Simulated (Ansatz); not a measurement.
Relaxed candidate structures of InSb:

**A**
```cif
data_In2Sb2
_chemical_formula_sum 'In2 Sb2'
_space_group_name_H-M_alt 'P 1'
_space_group_IT_number 1
_cell_length_a 4.15242
_cell_length_b 4.15242
_cell_length_c 7.98216
_cell_angle_alpha 90.000
_cell_angle_beta 90.000
_cell_angle_gamma 90.000
loop_
_space_group_symop_operation_xyz
  'x, y, z'
loop_
_atom_site_label
_atom_site_type_symbol
_atom_site_fract_x
_atom_site_fract_y
_atom_site_fract_z
_atom_site_occupancy
In1 In 0.00000 0.50000 0.00000 1
In2 In 0.50000 0.00000 0.50000 1
Sb1 Sb 0.00000 0.00000 0.25000 1
Sb2 Sb 0.00000 0.00000 0.75000 1
```

**B**
```cif
data_InSb
_chemical_formula_sum 'In1 Sb1'
_space_group_name_H-M_alt 'P 1'
_space_group_IT_number 1
_cell_length_a 4.26711
_cell_length_b 4.26711
_cell_length_c 4.26711
_cell_angle_alpha 60.000
_cell_angle_beta 60.000
_cell_angle_gamma 60.000
loop_
_space_group_symop_operation_xyz
  'x, y, z'
loop_
_atom_site_label
_atom_site_type_symbol
_atom_site_fract_x
_atom_site_fract_y
_atom_site_fract_z
_atom_site_occupancy
In1 In 0.00000 0.00000 0.00000 1
Sb1 Sb 0.50000 0.50000 0.50000 1
```

**C**
```
CELL_PARAMETERS angstrom
      5.01652     0.00000     0.00000
     -2.50826     4.34443     0.00000
      0.00000     0.00000     6.10837
ATOMIC_POSITIONS crystal
  In 0.33333 0.66667 0.25000
  In 0.66667 0.33333 0.75000
  Sb 0.33333 0.66667 0.75000
  Sb 0.66667 0.33333 0.25000
```

**D**
```
CELL_PARAMETERS angstrom
      4.20717     0.00000     0.00000
     -2.10359     3.64352     0.00000
      0.00000     0.00000     3.70940
ATOMIC_POSITIONS crystal
  In 0.66667 0.33333 0.00000
  Sb 0.00000 0.00000 0.50000
```

Q: Order them by energy per atom (lowest first) at the level PBEsol (plane waves to 420 eV, PAW, scalar-relativistic; Ansatz, a quantum-chemistry and plane-wave program).

A: B (reference), D (+0.06 eV/atom), C (+0.11 eV/atom), A (+0.32 eV/atom)

The lowest structure calculated, F-43m, cF8, zinc blende type, is not among these; it lies 0.08 eV/atom below the lowest of them. Probably no minimum, since a slightly shaken restart fell lower: P6₃/mmc, hP4 (by 0.12 eV/atom, to Cmcm). 1 run with a doubtful electronic state, a coarser numerical grid, an end not at rest or a source that can't be used is left out. Each run could gain symmetry but not lose that of its start, so entries can be saddle points. All of these are generated cells (placed on structure types, drawn at random, substituted or restacked) that were not matched to a known phase here. Energies are at zero temperature and pressure, without zero-point motion. Each cell has its own k-point mesh; energy differences are given only to the digits this allows. No spin polarisation in the result.
